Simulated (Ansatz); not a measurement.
# Computed scan of one atom of the cell: TaAs (NbAs type, space group I4_1md)

TaAs (NbAs type, space group I4_1md)

```yaml
crystal:
  lattice:
    - [-1.73159, 1.73159, 5.86738]
    - [1.73159, -1.73159, 5.86738]
    - [1.73159, 1.73159, -5.86738]
  atoms:
    - { symbol: Ta, position: [0.99912, 0.99912, 0.00000] }
    - { symbol: Ta, position: [0.74912, 0.24912, 0.50000] }
    - { symbol: As, position: [0.41688, 0.41688, 0.00000] }
    - { symbol: As, position: [0.16688, 0.66688, 0.50000] }
```

In each cell atom 3 (As, nearest neighbour Ta at 2.622 Å; its periodic images, 3.5 Å or more away, move with it) moves by s·(0.707, 0.707, 0.000) (along Cartesian [110]), the rest being held.

All values below come from PBE (plane waves to 420 eV, PAW, scalar-relativistic; Ansatz, an electronic-structure program). k mesh 15×15×15 (Γ-centred), Fermi-Dirac smearing 0.05 eV. Energies are smeared free energies. Stress and pressure are positive under compression. Left out: 2 of 11 points, with atoms too close for the PAW data. With partly filled bands, energies and forces of such displacements shift with the k mesh and the smearing. F∥ is the force on the atom along that direction. F⊥ is the part of the force across the line. At this level the bands of TaAs touch or barely overlap. Spin-orbit coupling is left out, though Ta is heavy. TaAs is run without spin polarisation. TaAs was relaxed with its symmetry unable to fall. The PAW data are Ansatz's earlier set. The zero of ΔE is the undisplaced structure.

```tsv
s (Å)	ΔE (eV/cell)	|F⊥| (eV/Å)	P (GPa)	F∥ (eV/Å)
-0.416	1.205	1.539	7.5	6.583
-0.312	0.636	0.902	4.1	4.428
-0.208	0.269	0.488	1.8	2.698
-0.104	0.065	0.207	0.4	1.265
0.000	0.000	0.000	0.0	0.000
0.104	0.065	0.207	0.4	-1.265
0.208	0.269	0.488	1.8	-2.698
0.312	0.636	0.902	4.1	-4.428
0.416	1.205	1.539	7.5	-6.583
```

Read from the data:

| Quantity | Value |
|---|---|
| Energy at s = 0.416 Å | 1205 meV/cell |
| Force along the line at s = -0.416 Å | 6.58 eV/Å |
| Symmetry of the curve | even: the same for both signs |
| Shape of the curve | a single well with its minimum at or next to zero displacement |
| Force constant k = d²E/ds² at s = 0 (finite differences) | 11.9 eV/Å² |
| Harmonic estimate at the end of the scan | ½ks² = 1029 meV/cell against the computed 1205 meV/cell, so the well is stiffer than harmonic there |

(For displaced atoms, the force is minus the slope of the energy, and its curvature is a force constant, which sets phonon frequencies.)
